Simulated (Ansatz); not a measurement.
A single-point calculation of Si3N4 from a database structure with Ansatz, at the level HSE06. The cell was relaxed with r2SCAN and then strained, so it isn't that functional's minimum.

```yaml
crystal:
  lattice:
    - [7.6056640558, 0.0, 0.0]
    - [-3.8028320279, 6.586698285, 0.0]
    - [0.0, 0.0, 2.9056464664]
  atoms:
    - { symbol: Si, position: [0.2306108591, 0.8245677903, 0.75] }
    - { symbol: Si, position: [0.4060430687, 0.2306108591, 0.25] }
    - { symbol: Si, position: [0.8245677903, 0.5939569313, 0.25] }
    - { symbol: Si, position: [0.1754322097, 0.4060430687, 0.75] }
    - { symbol: Si, position: [0.5939569313, 0.7693891409, 0.75] }
    - { symbol: Si, position: [0.7693891409, 0.1754322097, 0.25] }
    - { symbol: "N", position: [0.3333333333, 0.6666666667, 0.75] }
    - { symbol: "N", position: [0.6666666667, 0.3333333333, 0.25] }
    - { symbol: "N", position: [0.9687373408, 0.6696818164, 0.75] }
    - { symbol: "N", position: [0.2990555244, 0.9687373408, 0.25] }
    - { symbol: "N", position: [0.6696818164, 0.7009444756, 0.25] }
    - { symbol: "N", position: [0.3303181836, 0.2990555244, 0.75] }
    - { symbol: "N", position: [0.0312626592, 0.3303181836, 0.25] }
    - { symbol: "N", position: [0.7009444756, 0.0312626592, 0.75] }
kpoints:
  mp_grid: { grid: [3, 3, 6] }
  band_path:
    path:
      - [0.0, 0.0, 0.0]
      - [0.5, 0.0, 0.0]
      - [0.3333333333, 0.3333333333, 0.0]
      - [0.0, 0.0, 0.5]
      - [0.5, 0.0, 0.5]
      - [0.3333333333, 0.3333333333, 0.5]
      - [0.0, 0.0, 0.171875]
    npoints: 1
hamiltonian:
  xc: hse06
scf:
  occupations: { method: fixed }
  n_extra_bands: 7
output:
  forces: true
  stress: true
  eigenvalues: true
```

In the abridged output below, numbers in square brackets stand for lines, or ends of lines, that were taken out.
```
Pseudopotential: Si, paw, valence charge 4, recommended cutoff 420 eV (normal)
Pseudopotential: N, paw, valence charge 5, recommended cutoff 420 eV (normal)
Functional definition: HSE06
Crystal: 14 atoms, lattice volume = 145.562 Å³
Basis set: ecut = 420 eV, 2823 PW (Γ)
Bands: 39, of which v1, the nominal top of the filled ones, is band 32 counted from 1 (31 counted from 0)
[1]
Exchange kernel: α = 0.2500, screened, ω = 0.2079 Å⁻¹, Wigner–Seitz truncation, v(0) = 1044.5890 eV·Å³, q-mesh 3×3×6
hybrid outer 1: dexx = +2.568e-2 eV, tail = 2.99e-5 eV
hybrid outer 2: dexx = +3.858e-7 eV, tail = 1.41e-8 eV, Δε = 1.28e-3 eV, ΔF = 5.70e-4 eV/Å
NSCF: frozen V_eff on 7 k-points
hybrid SCF converged: 2 outer / 11 inner (+2 warm-up)
Free energy (F): -6905.118047 eV
[2]
--- Per-component energies (eV) ---
  E_band       = -31.546732
  E_kinetic    = 1357.726659
  E_local      = -2146.097356
  E_nonlocal   = 499.086894
  E_hartree    = 721.057178
  E_xc         = -669.426931
  E_vxc        = -733.125161
  E_exx        = -149.654877
  E_paw        = -4112.262982
  E_vpaw       = -151.940595
  E_ewald      = -2405.015588
  E_core_change = -0.531871
--- Forces (eV/Å), atoms counted from 1 ---
[3]
--- Stress (GPa, compression-positive) ---
       -0.638798       0.000002       0.000000
       -0.000002      -0.638798       0.000000
        0.000000       0.000000      -0.690390
  P = ⅓ Tr σ = -0.6560 GPa (-6.560 kbar)
--- Band table (eV; the first three rows and the last of 12) ---
[4]
```

The rows of the band table are 0: (0, 0, 0) = Γ, 1: (0, 0, 1/6), 2: (0, 0, 1/3), 11: (1/3, 1/3, -1/2) = H.

Task: Fill in the blanks. They hold the Fermi energy and the band table, the forces, the symmetry found.

Result:
```
[1]
Symmetry: 12 space group operations
Space group: P63/m (ITA 176)
[2]
Fermi energy:    7.379321 eV
[3]
  atom   1  Si      0.02618      0.00328      0.00000
  atom   2  Si      0.01026      0.02431      0.00000
  atom   3  Si      0.01593    -0.02104      0.00000
  atom   4  Si    -0.01593      0.02104      0.00000
  atom   5  Si    -0.01026    -0.02431      0.00000
  atom   6  Si    -0.02618    -0.00328      0.00000
  atom   7  N       0.00000      0.00000      0.00000
  atom   8  N       0.00000      0.00000      0.00000
  atom   9  N     -0.01113      0.00244      0.00000
  atom  10  N     -0.00768    -0.00842      0.00000
  atom  11  N     -0.00345      0.01086      0.00000
  atom  12  N       0.00345    -0.01086      0.00000
  atom  13  N       0.01113    -0.00244      0.00000
  atom  14  N       0.00768      0.00842      0.00000
[4]
  k-point 0: bands = […, 5.7515, 6.0340, 6.0340, 6.8755, 6.9369, 7.1476, 13.1533, 13.5491, 13.7648, 13.7648, …]
  k-point 1: bands = […, 5.6617, 5.7882, 6.0499, 6.0499, 6.1585, 7.3793, 14.5348, 14.8781, 14.8781, 15.1028, …]
  k-point 2: bands = […, 5.3979, 5.5334, 5.5334, 5.8439, 5.8439, 7.0243, 13.8821, 13.8821, 14.8283, 14.8283, …]
  k-point 11: bands = […, 5.3167, 5.3167, 5.8674, 5.8674, 6.1877, 6.1877, 13.8652, 13.8652, 14.6668, 14.6668, …]
```
The trailing digits, and the zero of the energies, depend on the potentials and thresholds.

With HSE06 the valence top lies at Γ–A (0.34 of the way from Γ) and the conduction bottom at Γ, 5.77 eV higher; the smallest vertical gap, at Γ, is 6.01 eV. The gap is the least over the mesh and the extra points. The mean pressure at these positions is -0.7 GPa, compression counted positive. (The program warns that its thresholds are loose for a hybrid's stress.) The largest force is 0.03 eV/Å.

Task: What wall time did it need on 1 × NVIDIA H100 80GB HBM3 with 2 threads of AMD EPYC 7R13 Processor (Zen 3), on a shared host, and how much host memory at the peak?

Result: About 50 s, with a peak of 2.3 GiB.

Spin-unpolarised throughout; all numbers are computed.

The meshes of the hybrids are coarse, so their gaps aren't converged to the digits shown.
